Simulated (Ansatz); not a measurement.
Data:

RuC:
```
CELL_PARAMETERS angstrom
      2.63329     0.00000     0.00000
      0.00000     2.63329     0.00000
      0.00000     0.00000     2.63329
ATOMIC_POSITIONS crystal
  Ru 0.00000 0.00000 0.00000
  C  0.50000 0.50000 0.50000
```

This is the PBEsol-relaxed structure.

**Question.** All from PBEsol in the plane-wave PAW code Ansatz, unless another level is named. Estimate the electronic character.

**Answer.** metallic (no gap).

**Question.** Give the density of states at the Fermi level.

**Answer.** 0.67 states/eV per atom (mean over ±0.08 eV).

**Question.** What about the formation energy from the elements (no fitted shifts)?

**Answer.** 1.06 eV/atom.

**Question.** What about the gap with spin–orbit coupling?

**Answer.** none (metallic).

Space group Pm-3m (CsCl type). The cell is a constructed one: a structure type filled with these elements; neither database checked (COD, Materials Project) lists it. Whether it is the stable phase at ambient conditions was not checked. Symmetry was held in the PBEsol relaxation. At this level the phase is dynamically unstable (imaginary phonons). The run is not spin-polarised. The references are the lowest solids computed at this level, not always the standard phases. Scalar-relativistic: spin–orbit coupling is off unless named, which matters more the heavier the elements.

Potentials: the earlier of the program's two PAW sets. The files were generated under PBE; for other functionals the program regenerates the frozen cores, and for LDA and PBEsol the local potential too.
